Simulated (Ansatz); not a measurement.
NbAg (rock salt, Fm-3m) at seven volumes, the program Ansatz at the r²SCAN level (PAW), scaled uniformly. One row is withheld.

```csv
V (Å³/atom),P (GPa)
18.184,15.18
18.783,9.24
19.383,4.22
19.982,0.00
20.581,-3.56
21.181,-6.55
21.780,?
```

Q: Fit the shown pressures and predict the withheld one.

A: Third-order Birch–Murnaghan: P = (3/2)B₀(x^(7/2) − x^(5/2))[1 + (3/4)(B′ − 4)(x − 1)] with x = (V₀/V)^(2/3). Least squares on the six rows gives V₀ = 19.982 Å³/atom, B₀ = 129.0 GPa, B′ = 4.69. At V = 21.780, x = 0.9442 and P = -9.09 GPa. The run itself gave -9.06 GPa.

The start of the workflow was typed in or built on a structure type; neither database checked (COD, Materials Project) lists it. Its standing as an ambient phase is unchecked. The cell was relaxed with r²SCAN under the symmetry of its start. At this level the phase is mechanically unstable. The run is not spin-polarised. Its formation energy is positive at this level, so the cell may be metastable or incomplete.

Potentials: the earlier of the program's two PAW sets.
